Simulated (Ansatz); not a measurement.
Nb:
```
Nb
1.0
    0.00000     2.08514     2.08514
    2.08514     0.00000     2.08514
    2.08514     2.08514     0.00000
Nb
1
Direct
  0.00000   0.00000   0.00000
```

Relaxed with PBEsol. Special points in fractions of this cell's reciprocal vectors: Γ (0.000, 0.000, 0.000); X (0.500, 0.000, 0.500); U (0.625, 0.250, 0.625); K (0.375, 0.375, 0.750); L (0.500, 0.500, 0.500); W (0.500, 0.250, 0.750).

### Question
List the band energies nearest the Fermi level at these points for DFT-PBEsol in the program Ansatz with PAW potentials.

### Answer
In eV from the Fermi level; about four levels below and three above (degenerate sets whole), none deeper than 8.9 eV; … stands for higher levels left out; points with the same levels are listed once.

```json
[
 {"k": "Γ", "below": "-6.30", "above": "0.08 0.08 0.08"},
 {"k": "X", "below": "-4.26 -3.50", "above": "3.79 4.86 …"},
 {"k": "U", "below": "-3.27 -2.30", "above": "0.63 2.86 …"},
 {"k": "L", "below": "-3.97 -0.13 -0.13", "above": "1.51 …"},
 {"k": "W", "below": "-2.78 -1.15 -1.15", "above": "1.93 …"}
]
```

Space group Fm-3m (fcc (Cu type)). The workflow started from an entry of the Crystallography Open Database (COD), which files this formula under 2 space groups. It is not the phase usual at ambient conditions (space group No. 229). The PBEsol relaxation kept the symmetry of its start. At this level the phase is mechanically unstable. The run is not spin-polarised. Spin–orbit coupling is left out wherever it is not named.

Potentials: the later of the program's two PAW sets.
